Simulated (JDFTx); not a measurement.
System: Ag(110) (Fm-3m bulk; lattice of mp-124, not re-optimised at this level), 1x1 cell of 5 atoms in 5 planes, area 11.91 Å² a face, 5.8 Å between the outermost planes in a cell 21.8 Å high; k mesh 6×8×1, Fermi width 0.01 Ha, no spin polarisation.

Reference level: PBE, GBRV ultrasoft potentials, plane waves to 20/100 Ha, in a modified build of JDFTx. Unrelaxed; liquid: linear PCM (GLSSA13), water, 1 M NaCl. The reference uses energyDiffThreshold 1e-8 (1e-7 at fixed potential) and fluid knormThreshold 1e-11; each other row changes one option in all its runs. Potentials refer to SHE, placed 4.44 V below the bulk liquid's zero by convention.

Options: reference; energyDiffThreshold 1e-5; energyDiffThreshold 1e-6; energyDiffThreshold 1e-10; fluid knormThreshold 1e-9; fluid knormThreshold 1e-10; fluid knormThreshold 1e-12.

Question: Which options move the work function or U_pzc by more than 0.02 from the reference?

Answer: energyDiffThreshold 1e-5.

```tsv
option	F − F(reference), vacuum (meV/cell)	work function (eV)	U_pzc (V)	σ held at 0.05 V (μC/cm²)
reference	0.0	4.202	-0.461	8.8
energyDiffThreshold 1e-5	0.1	4.397	-0.448	8.7
energyDiffThreshold 1e-6	0.0	4.215	-0.455	8.8
energyDiffThreshold 1e-10	0.0	4.202	-0.461	8.8
fluid knormThreshold 1e-9	0.0	4.202	-0.465	8.8
fluid knormThreshold 1e-10	0.0	4.202	-0.459	8.8
fluid knormThreshold 1e-12	0.0	4.202	-0.461	8.8
```

A dash marks a run that didn't converge or wasn't made; the third decimal is shown to expose solver noise and isn't converged.
